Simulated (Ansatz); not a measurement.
ZnS:
```xyz
4
Lattice="3.8071 0.0000 0.0000 -1.9035 3.2970 0.0000 0.0000 0.0000 6.2466" Properties=species:S:1:pos:R:3 pbc="T T T"
Zn     0.0000     2.1980     0.0022
Zn     1.9035     1.0990     3.1254
S      0.0000     2.1980     2.3403
S      1.9035     1.0990     5.4636
```

Tensor components refer to the Cartesian frame of this cell.

Give the proper piezoelectric stress tensor with relaxed ions from the program Ansatz at the r²SCAN level (PAW).

In C/m², rows x, y, z, Voigt columns; mesh uncertainty up to 0.00.
```
 0.00   0.00   0.00   0.00  -0.11   0.00
 0.00   0.00   0.00  -0.11   0.00   0.00
-0.15  -0.15   0.17   0.00   0.00   0.00
```

The elastic tensor of the same run (GPa):

```
 127  58.4  44.3   0.0   0.0   0.0
58.4   127  44.3   0.0   0.0   0.0
44.3  44.3   151   0.0   0.0   0.0
 0.0   0.0   0.0  29.5   0.0   0.0
 0.0   0.0   0.0   0.0  29.5   0.0
 0.0   0.0   0.0   0.0   0.0  34.3
```

Convert to strain constants d = e·S.

In pC/N:
```
 0.0   0.0   0.0   0.0  -3.7   0.0
 0.0   0.0   0.0  -3.7   0.0   0.0
-1.2  -1.2   1.8   0.0   0.0   0.0
```

Space group P6_3mc (wurtzite). The r²SCAN relaxation kept the symmetry of its start. Signs of piezoelectric constants follow the polarity of the cell as given.

Potentials: the earlier of the program's two PAW sets. The files were generated under PBE; for other functionals the program regenerates the frozen cores, and for LDA and PBEsol the local potential too.
